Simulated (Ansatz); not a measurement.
# Moment against volume in MnZn₃ (Pm-3m)

The reference geometry is a structure as deposited in COD; nothing is relaxed.

The runs share PBEsol, 7×7×7 k mesh, Fermi–Dirac smearing of 0.03 eV. PAW means Ansatz 0.2.0 on its default frozen-core files; LAPW is all-electron LAPW in Ansatz 0.2.0. Site moments are integrated in spheres about the atoms, whose radii differ between the methods.

Input of the first run:

```yaml
crystal:
  lattice:
    - [3.86, 0.0, 0.0]
    - [0.0, 3.86, 0.0]
    - [0.0, 0.0, 3.86]
  atoms:
    - { symbol: Mn, position: [0.0, 0.0, 0.0], spin: 4.0 }
    - { symbol: Zn, position: [0.0, 0.5, 0.5] }
    - { symbol: Zn, position: [0.5, 0.0, 0.5] }
    - { symbol: Zn, position: [0.5, 0.5, 0.0] }
magnetization:
  spin_polarized: true
kpoints:
  mp_grid: { grid: [7, 7, 7] }
scf:
  occupations: { method: fermi_dirac, width: 0.03 }
hamiltonian:
  xc: pbesol
  pseudopotentials: { kind: paw }
output:
  forces: true
  stress: true
  eigenvalues: true
  populations: true
```

Command: `ansatz run input.yaml --threads 2 --pin off --max-ram 6144MiB --backend cpu --events-out ev --progress --plain --runs-dir out`

The input for «volume scaled by 1.1» by LAPW differs from it in these lines, output keys apart:

```diff
-    - [3.86, 0.0, 0.0]
-    - [0.0, 3.86, 0.0]
-    - [0.0, 0.0, 3.86]
+    - [3.9846012457, 0.0, 0.0]
+    - [0.0, 3.9846012457, 0.0]
+    - [0.0, 0.0, 3.9846012457]
-  pseudopotentials: { kind: paw }
+  pseudopotentials: { kind: all_electron, lapw: { basis_error: 0.001 } }
```

The cell shown is scaled evenly to other volumes, and every spin-polarised run starts from the same moments.

The search for lower states is left at its default.

```json
{"V/V₀": "0.66", "Å³/atom": "9.49", "M PAW (μB/cell)": "1.18", "M LAPW (μB/cell)": "1.17", "largest site moment, PAW (μB)": "1.24", "P PAW (GPa)": "79.0", "P LAPW (GPa)": "79.0", "F − F(unpolarised), PAW (meV/atom)": "-46"}
{"V/V₀": "0.74", "Å³/atom": "10.64", "M PAW (μB/cell)": "1.26", "M LAPW (μB/cell)": "–", "largest site moment, PAW (μB)": "1.39", "P PAW (GPa)": "35.9", "P LAPW (GPa)": "–", "F − F(unpolarised), PAW (meV/atom)": "-58"}
{"V/V₀": "0.8", "Å³/atom": "11.50", "M PAW (μB/cell)": "1.32", "M LAPW (μB/cell)": "–", "largest site moment, PAW (μB)": "1.51", "P PAW (GPa)": "16.2", "P LAPW (GPa)": "–", "F − F(unpolarised), PAW (meV/atom)": "-67"}
{"V/V₀": "0.86", "Å³/atom": "12.37", "M PAW (μB/cell)": "2.07", "M LAPW (μB/cell)": "–", "largest site moment, PAW (μB)": "2.26", "P PAW (GPa)": "5.5", "P LAPW (GPa)": "–", "F − F(unpolarised), PAW (meV/atom)": "-87"}
{"V/V₀": "0.92", "Å³/atom": "13.23", "M PAW (μB/cell)": "2.45", "M LAPW (μB/cell)": "–", "largest site moment, PAW (μB)": "2.66", "P PAW (GPa)": "-2.2", "P LAPW (GPa)": "–", "F − F(unpolarised), PAW (meV/atom)": "-112"}
{"V/V₀": "0.96", "Å³/atom": "13.80", "M PAW (μB/cell)": "2.83", "M LAPW (μB/cell)": "2.83", "largest site moment, PAW (μB)": "3.01", "P PAW (GPa)": "-5.0", "P LAPW (GPa)": "-5.0", "F − F(unpolarised), PAW (meV/atom)": "-136"}
{"V/V₀": "1", "Å³/atom": "14.38", "M PAW (μB/cell)": "2.93", "M LAPW (μB/cell)": "2.93", "largest site moment, PAW (μB)": "3.14", "P PAW (GPa)": "-8.2", "P LAPW (GPa)": "-8.2", "F − F(unpolarised), PAW (meV/atom)": "-160"}
{"V/V₀": "1.04", "Å³/atom": "14.95", "M PAW (μB/cell)": "2.99", "M LAPW (μB/cell)": "–", "largest site moment, PAW (μB)": "3.24", "P PAW (GPa)": "-10.8", "P LAPW (GPa)": "–", "F − F(unpolarised), PAW (meV/atom)": "-185"}
{"V/V₀": "1.1", "Å³/atom": "15.82", "M PAW (μB/cell)": "3.11", "M LAPW (μB/cell)": "3.11", "largest site moment, PAW (μB)": "3.39", "P PAW (GPa)": "-13.4", "P LAPW (GPa)": "-13.3", "F − F(unpolarised), PAW (meV/atom)": "-220"}
{"V/V₀": "1.25", "Å³/atom": "17.97", "M PAW (μB/cell)": "3.46", "M LAPW (μB/cell)": "–", "largest site moment, PAW (μB)": "3.74", "P PAW (GPa)": "-15.9", "P LAPW (GPa)": "–", "F − F(unpolarised), PAW (meV/atom)": "-307"}
```

The moments survive down to the smallest volume, V/V₀ = 0.66 at 79 GPa, where the largest is 1.24 μB. Between V/V₀ = 0.86 and 0.8 the largest moment drops from 2.26 to 1.51 μB.

Problem. Fit a third-order Birch–Murnaghan equation to the PAW pressures of the magnetic runs between 0.85 and 1.11 V₀. What are the zero-pressure volume and bulk modulus, and what do the unpolarised runs give?

Solution. V = 12.99 Å³/atom (0.903 V₀), B = 100 GPa, B′ = 3.9, with a worst miss of 0.43 GPa. The unpolarised pressures, 1.2, -7.7, -11.9, -15.1, -17.5, -19.9 GPa at V/V₀ = 0.86, 0.92, 0.96, 1, 1.04, 1.1, give 12.46 Å³/atom and 149 GPa, so the moments change the volume by +4.2 %. Cell shape and inner coordinates are held, so these aren't the relaxed crystal's values unless symmetry fixes them.

The PAW files were made with PBE; the program remakes their cores once for the run's functional and then keeps them frozen.  None of this fixes the real material's magnetic order: only patterns that fit the cell were computed, at zero temperature, with a functional that can overstate moments.
